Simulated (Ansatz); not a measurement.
Zr₂TlC:
```
Zr2TlC
1.0
    3.37991     0.00000     0.00000
   -1.68995     2.92709     0.00000
    0.00000     0.00000    15.00363
Zr Tl C
4 2 2
Direct
  0.33333   0.66667   0.58184
  0.66667   0.33333   0.41816
  0.66667   0.33333   0.08184
  0.33333   0.66667   0.91816
  0.33333   0.66667   0.25000
  0.66667   0.33333   0.75000
  0.00000   0.00000   0.00000
  0.00000   0.00000   0.50000
```

Relaxed with r²SCAN. Special points in fractions of this cell's reciprocal vectors: Γ (0.000, 0.000, 0.000); M (0.500, 0.000, 0.000); K (0.333, 0.333, 0.000); A (0.000, 0.000, 0.500); L (0.500, 0.000, 0.500); H (0.333, 0.333, 0.500).

Task: List the band energies nearest the Fermi level at these points for plane-wave PAW r²SCAN (Ansatz code).

Result: In eV from the Fermi level; about four levels below and three above (degenerate sets whole), none deeper than 8.9 eV; points with the same levels are listed once.

| k | below | above |
|---|---|---|
| Γ | -2.93 -2.93 -2.41 -1.56 | 0.73 1.01 1.08 1.08 1.09 1.09 |
| M | -1.56 -1.46 -0.83 -0.78 | 2.76 2.78 3.26 |
| K | -1.00 -1.00 -0.96 -0.55 -0.55 | 0.17 1.34 1.34 |
| A | -2.94 -2.94 -2.94 -2.94 -1.98 -1.98 | 0.89 0.89 1.08 1.08 1.08 1.08 |
| L | -1.49 -1.49 -0.80 -0.80 | 3.02 3.02 3.03 3.03 |
| H | -1.07 -1.07 -0.45 -0.45 | 0.86 0.86 1.24 1.24 |

Space group P6_3/mmc. The workflow started from a Materials Project entry (that database holds measured and hypothetical structures alike); the Crystallography Open Database copy checked does not list it. Its standing as an ambient phase is unchecked. The cell was relaxed with r²SCAN under the symmetry of its start; whether a distortion lowers the energy is not shown. No spin polarisation was allowed. Scalar-relativistic: spin–orbit coupling is off unless named, which matters more the heavier the elements.

Potentials: the earlier of the program's two PAW sets. The files were generated under PBE; for other functionals the program regenerates the frozen cores, and for LDA and PBEsol the local potential too.
